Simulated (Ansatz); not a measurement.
# Data sheet: InP (DFT)

InP:
```
CELL_PARAMETERS angstrom
      4.17315     0.00000     0.00000
     -2.08658     3.61406     0.00000
      0.00000     0.00000    13.66586
ATOMIC_POSITIONS crystal
  In 0.66667 0.33333 0.00001
  P  0.66667 0.33333 0.18770
  In 0.00000 0.00000 0.25011
  P  0.00000 0.00000 0.43718
  In 0.33333 0.66667 0.50001
  P  0.33333 0.66667 0.68770
  In 0.00000 0.00000 0.75011
  P  0.00000 0.00000 0.93718
```

Space group P6_3mc (No. 186); conventional cell a = 4.173 Å, b = 4.173 Å, c = 13.666 Å, α = 90.00°, β = 90.00°, γ = 120.00°.

Method: r²SCAN (plane waves, PAW; program Ansatz). Geometry: relaxed at this level of theory. Other levels are named where they apply.

### Cell and energy

* **Volume per atom**: 25.76 Å³
* **Density**: 4.70 g/cm³
* **Formation energy from the elements (no fitted shifts)**: -0.37 eV/atom

### Electronic structure

- Band gap = 1.06 eV (direct)
- Valence-band maximum = at Γ
- Conduction-band minimum = at Γ
- Electron effective mass = 0.073, 0.079, 0.079 mₑ (principal values)
- Electron effective mass with spin–orbit coupling = 0.073, 0.079, 0.079 mₑ (principal values)
- Hole effective mass, band 1 of 2 at the edge = 1.1 along x, 1.00 along z (mₑ)
- Hole effective mass, band 2 of 2 at the edge = 0.073 along x, 1.00 along z (mₑ)
- Hole effective mass with spin–orbit coupling = 0.15, 0.15, 1.0 mₑ (principal values)
- HSE06 gap on the r²SCAN cell = 1.39 eV
- Gap with spin–orbit coupling = 1.03 eV

### Mechanics

- Bulk modulus (Birch–Murnaghan fit) = 68.0 GPa
- Pressure derivative B′ = 4.5
- Elastic constants (relaxed ions, GPa) = C11 = 117, C12 = 49.4, C13 = 36.9, C33 = 132, C44 = 29.1
- Mechanical stability = stable (all eigenvalues of C positive)
- Hill bulk and shear moduli = 68.2 and 34.1 GPa
- Young's modulus = 87.8 GPa
- Poisson's ratio = 0.29
- Debye temperature from the elastic constants = 303 K
- Piezoelectric stress constants (proper, relaxed ions, C/m²) = e15 = e24 = -0.02, e31 = e32 = -0.04

### Charges

* **Bader charges**: In +0.97 to +0.98, P -0.97 e

The start of the workflow was typed in or built on a structure type; the Crystallography Open Database copy checked does not list it. It is not the phase usual at ambient conditions (space group No. 216). Symmetry was held in the r²SCAN relaxation; whether a distortion lowers the energy is not shown. Signs of piezoelectric constants follow the polarity of the cell as given. The references are the lowest solids computed at this level, not always the standard phases. Spin–orbit coupling is left out wherever it is not named.

Potentials: the earlier of the program's two PAW sets.
